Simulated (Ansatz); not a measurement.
## Relaxing a structure of CoSi2

The start is a generated cell, CoSi2 placed in the AFLOW prototype AB2_cP12_205_a_c (C2, as in FeS2). The cell and all atomic positions are relaxed at zero pressure with PBEsol (plane waves to 420 eV, PAW, scalar-relativistic; Ansatz, a quantum-chemistry and plane-wave program). The first steps use a coarse 4×4×4 k-mesh.

Starting cell:
```yaml
crystal:
  lattice:
    - [5.21612, 0.00000, 0.00000]
    - [0.00000, 5.21612, 0.00000]
    - [0.00000, 0.00000, 5.21612]
  atoms:
    - { symbol: Co, position: [0.00000, 0.00000, 0.00000] }
    - { symbol: Co, position: [0.50000, 0.50000, 0.00000] }
    - { symbol: Co, position: [0.00000, 0.50000, 0.50000] }
    - { symbol: Co, position: [0.50000, 0.00000, 0.50000] }
    - { symbol: Si, position: [0.38510, 0.38510, 0.38510] }
    - { symbol: Si, position: [0.88510, 0.11490, 0.61490] }
    - { symbol: Si, position: [0.61490, 0.88510, 0.11490] }
    - { symbol: Si, position: [0.11490, 0.61490, 0.88510] }
    - { symbol: Si, position: [0.61490, 0.61490, 0.61490] }
    - { symbol: Si, position: [0.11490, 0.88510, 0.38510] }
    - { symbol: Si, position: [0.38510, 0.11490, 0.88510] }
    - { symbol: Si, position: [0.88510, 0.38510, 0.11490] }
```
Spin-polarised start, with parallel moments on Co.

| Item | Value |
|---|---|
| Initial pressure | +37 GPa (positive: the cell is compressed) |
| Largest initial force | about 3.9 eV/Å, on Si5, Si6, Si7, Si8, Si9, Si10, Si11, Si12 (atoms numbered as listed) |
| Outcome | The space group goes from Pa-3 (No. 205) to Fm-3m (No. 225); the end is AFLOW prototype AB2_cF12_225_a_c (C1, as in CaF2), with 3 atoms in the primitive cell |
| Energy released | 1.02 eV/atom |
| Volume change | +5.7 %, from 11.83 to 12.50 Å³/atom |
| Shortest distances (start → end) | The closest pairs of elements (up to four, under 3.6 Å), start → end: Si–Si 2.08 → 2.66 Å; Co–Si 2.18 → 2.30 Å |
| Optimiser moves | 12 |

Final values are on a 12×12×12 k-mesh of the relaxed cell. No spin polarisation in the result: the starting moments vanished. The relaxed primitive cell holds an odd number of electrons. A magnetic state may lie lower.

The run could not lose the symmetry of its start.

The first start was generated by placing the elements on the sites of a structure type. A measured structure of CoSi2 has the same space group, Fm-3m (No. 225); the sites were not compared with it.
